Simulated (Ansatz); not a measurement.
A generator proposed this cell of Nb2B3C.

```
Nb B C
1.0
     3.44245    0.00000    0.00000
     0.00000    3.44245    0.00000
     0.00000    0.00000    7.02568
Nb B C
2 3 1
Cartesian
  0.0000 0.0000 3.5128
  1.7212 1.7212 0.0000
  1.7212 1.7212 3.5128
  1.7212 1.7212 5.1658
  1.7212 1.7212 1.8598
  0.0000 0.0000 0.0000
```

The calculation used DFT PBE, scalar-relativistic, plane waves, PAW in Ansatz 0.2.0. Settings: cutoff 420 eV, Γ-centred mesh 6×6×4 on the computed 6-atom cell, Gaussian smearing of 0.10 eV; no spin polarisation.

Formation energies are uncorrected and refer to the elements' standard structures at the same level.

Question: How far from equilibrium is it?

Answer: The pressure is -10.2 GPa (the mean over three directions, positive in compression), the largest force is 6.65 eV/Å, and the energy is +1.38 eV/atom against the elements. The shortest distance is 1.65 Å.

Question: Is it a good guess?

Answer: A rough one: relaxing gains about 0.72 eV/atom (the start's value is from the coarse mesh, so the gain is rough) in 15 ionic steps and ends at +0.66 eV/atom on the finer mesh. The symmetry stays P4/mmm (No. 123). The volume per atom shrinks by 7.6 %, from 13.9 to 12.8 Å³. The shortest distance goes from 1.65 Å (B–B) to 1.60 Å (B–B). The ratio c/a of the conventional cell changes by a factor of 1.27. Conventional cell: a = 3.100 Å, c = 8.010 Å. Around Nb on its first site lie 4 B at 2.19 Å and 8 B at 2.71 Å; B on a site of symmetry 4/mmm is surrounded by 2 B at 1.60 Å and 4 Nb at 2.19 Å; C has 4 Nb at 2.19 Å; 2 more sites not described.

The last run used a 12×12×6 mesh (in the run's order of axes) for its 6-atom cell and Gaussian smearing of 0.10 eV. The reference form of C is held partly by dispersion forces, which this level lacks. The relaxation can't lower the symmetry of the start, and the grade says only how near the guess is to its own end. Symmetry constrained the relaxation, so the result can be a saddle point. Another cell of Nb2B3C relaxed alike, in P4/mmm, lies 0.32 eV/atom lower, so this cell isn't the stable form at this level.
